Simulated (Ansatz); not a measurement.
Property card for Hf3H8

The calculation used DFT PBE, scalar-relativistic, plane waves, PAW (Ansatz).

Settings: cutoff 420 eV, Γ-centred mesh 8×8×8 on the computed 11-atom cell, Gaussian smearing of 0.10 eV; no spin polarisation.

The structure is relaxed at this level of theory with its symmetry kept, and needn't be the ground state of this composition.

```xyz
11
Lattice="4.6543 0.0000 0.0000 0.0000 4.6543 0.0000 0.0000 0.0000 4.6543" Properties=species:S:1:pos:R:3 pbc="T T T"
Hf    2.3271    0.0000    0.0000
Hf    0.0000    2.3271    0.0000
Hf    0.0000    0.0000    2.3271
H     3.4684    3.4684    3.4684
H     1.1858    1.1858    3.4684
H     1.1858    3.4684    1.1858
H     3.4684    1.1858    1.1858
H     3.4684    3.4684    1.1858
H     1.1858    1.1858    1.1858
H     3.4684    1.1858    3.4684
H     1.1858    3.4684    3.4684
```

* Space group: Pm-3m (No. 221)
* Volume per atom: 9.17 Å³
* Formation energy from the elements' standard states (uncorrected): -0.349 eV/atom
* Kohn–Sham band gap: none (metal)
* Density of states at the Fermi level: 3.0 states/eV per cell
* Orbital (Löwdin) character within 0.5 eV of the Fermi level: Hf 5d 92 %

Spin-orbit coupling is left out, which matters for the bands of heavy elements.

The cell was found from a structure generator's guess, not taken from experiment. Löwdin shares on free-atom orbitals overweight diffuse shells.
